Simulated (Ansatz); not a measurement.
# Mechanical response of Lu (P6_3/mmc)

```yaml
crystal:
  lattice:
    - [3.44345, 0.00000, 0.00000]
    - [-1.72172, 2.98211, 0.00000]
    - [0.00000, 0.00000, 5.36786]
  atoms:
    - { symbol: Lu, position: [0.33333, 0.66667, 0.25000] }
    - { symbol: Lu, position: [0.66667, 0.33333, 0.75000] }
```

Conventional cell: a = 3.443 Å, b = 3.443 Å, c = 5.368 Å, α = 90.00°, β = 90.00°, γ = 120.00°. Lu (atom 1) has 12 Lu at 3.34 to 3.44 Å as nearest neighbours.

Computed, not measured; unless marked otherwise by PBEsol, all-electron LAPW in Ansatz 0.2.0, scalar-relativistic. k mesh 16×16×10, strains of ±0.005, Fermi-Dirac smearing of 0.100 eV, basis error target 1 meV/atom. The cell was relaxed by PAW under this functional, which moved its volume by -7 % from the database entry's.

The cell is hexagonal and carries a residual pressure of 0.00 GPa at this level. Each strain component that symmetry leaves independent is applied at ±0.005, the ions relax wherever a strain frees them, and the stress (tension positive, GPa) is read. Shears are engineering strains, γ = 2ε.

```json
{"strain": "xx", "size": "-0.005", "σxx": "-0.4927", "σyy": "-0.1442", "σzz": "-0.1128", "σyz": "0.0000", "σxz": "0.0000", "σxy": "0.0000"}
{"strain": "xx", "size": "+0.005", "σxx": "0.4790", "σyy": "0.1430", "σzz": "0.1219", "σyz": "0.0000", "σxz": "0.0000", "σxy": "0.0000"}
{"strain": "zz", "size": "-0.005", "σxx": "-0.1187", "σyy": "-0.1187", "σzz": "-0.4969", "σyz": "0.0000", "σxz": "0.0000", "σxy": "0.0000"}
{"strain": "zz", "size": "+0.005", "σxx": "0.1160", "σyy": "0.1160", "σzz": "0.4945", "σyz": "0.0000", "σxz": "0.0000", "σxy": "0.0000"}
{"strain": "yz", "size": "-0.005", "σxx": "-0.0003", "σyy": "0.0005", "σzz": "0.0043", "σyz": "-0.1681", "σxz": "0.0000", "σxy": "0.0000"}
{"strain": "yz", "size": "+0.005", "σxx": "-0.0003", "σyy": "0.0005", "σzz": "0.0043", "σyz": "0.1681", "σxz": "0.0000", "σxy": "0.0000"}
```

A central difference gives one constant, for example C11 ≈ (0.4790 − (-0.4927))/(0.01) = 97.2 GPa; the program then imposes the crystal's symmetry on the whole matrix.

**Question.** What are the independent elastic constants?

**Answer.** C11 = 97.2, C12 = 28.7, C13 = 23.5, C33 = 99.1, C44 = 33.6 GPa.

**Question.** Is the crystal stable against homogeneous strain?

**Answer.** The least eigenvalue of the 6×6 matrix is 33.6 GPa, so yes.

**Question.** What moduli does a random aggregate of grains have?

**Answer.** Voigt and Reuss bounds: B from 49.4 to 49.4 and G from 34.7 to 34.8 GPa; their means are B = 49.4 and G = 34.8 GPa. Then E = 9BG/(3B + G) = 84.5 GPa, ν = (3B − 2G)/(6B + 2G) = 0.215 and B/G = 1.42, on the brittle side of Pugh's 1.75 (a rule of thumb).

**Question.** With the density of 10.542 g/cm³, how fast does sound travel, and what Debye temperature follows?

**Answer.** 

```json
{"direction": "x", "slow (m/s)": "1786", "middle (m/s)": "1802", "fast (m/s)": "3036"}
{"direction": "y", "slow (m/s)": "1786", "middle (m/s)": "1802", "fast (m/s)": "3036"}
{"direction": "z", "slow (m/s)": "1786", "middle (m/s)": "1786", "fast (m/s)": "3067"}
```

The mean of v⁻³ over directions and branches gives v_m = 2008 m/s and θ_D = (ħ/k_B) v_m (6π²n)^(1/3) = 198 K, n being atoms per volume. Young's modulus spans 83 to 90 GPa over directions, and the universal anisotropy index is 0.01.

**Question.** How far do the constants move if PAW replaces LAPW in the same cell?

**Answer.** 

```json
{"constant": "C11", "LAPW (GPa)": "97.2", "PAW (GPa)": "97.2", "difference": "0.0"}
{"constant": "C12", "LAPW (GPa)": "28.7", "PAW (GPa)": "28.7", "difference": "0.0"}
{"constant": "C13", "LAPW (GPa)": "23.5", "PAW (GPa)": "23.5", "difference": "0.0"}
{"constant": "C33", "LAPW (GPa)": "99.1", "PAW (GPa)": "99.1", "difference": "0.0"}
{"constant": "C44", "LAPW (GPa)": "33.6", "PAW (GPa)": "33.6", "difference": "0.0"}
```

**Question.** What happens at 2 GPa (cell relaxed there)?

**Answer.** The volume falls to 0.9631 of its value, and C11 = 106.4, C12 = 32.9, C13 = 28.6, C33 = 109.9, C44 = 35.8 GPa (slopes of the stress), in this structure whether or not another phase takes over.

Keep in mind: responses of metals move with mesh and smearing; elastic stability says nothing of phonons or of other phases; the frozen-core PAW files of the compared runs were fitted under PBE, their cores solved anew for this functional.
